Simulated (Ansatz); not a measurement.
CuPd in space group R-3m (No. 166; Cu on 3a, Pd on 3b) at seven volumes, PBEsol (plane waves, PAW; program Ansatz), shape and atoms relaxed at each. One row is withheld.

```json
[
 {"V (Å³/atom)": "11.931", "P (GPa)": "22.36"},
 {"V (Å³/atom)": "12.324", "P (GPa)": "13.49"},
 {"V (Å³/atom)": "12.717", "P (GPa)": "6.12"},
 {"V (Å³/atom)": "13.111", "P (GPa)": "0.00"},
 {"V (Å³/atom)": "13.504", "P (GPa)": "?"},
 {"V (Å³/atom)": "13.897", "P (GPa)": "-9.26"},
 {"V (Å³/atom)": "14.291", "P (GPa)": "-12.72"}
]
```

Q: Fit the shown pressures and predict the withheld one.

A: Third-order Birch–Murnaghan: P = (3/2)B₀(x^(7/2) − x^(5/2))[1 + (3/4)(B′ − 4)(x − 1)] with x = (V₀/V)^(2/3). Least squares on the six rows gives V₀ = 13.111 Å³/atom, B₀ = 185.1 GPa, B′ = 5.25. At V = 13.504, x = 0.9805 and P = -5.06 GPa. The run itself gave -5.07 GPa.

The workflow started from a Materials Project entry (that database holds measured and hypothetical structures alike); the Crystallography Open Database copy checked does not list it. COD files the formula under space group No. 221. With Cu and Pd taken as one species the cell has the higher symmetry Fm-3m, so it may be an ordered model of a mixed-site phase. Its standing as an ambient phase is unchecked. The cell was relaxed with PBEsol under the symmetry of its start; whether a distortion lowers the energy is not shown. The run is not spin-polarised.

Potentials: the later of the program's two PAW sets.
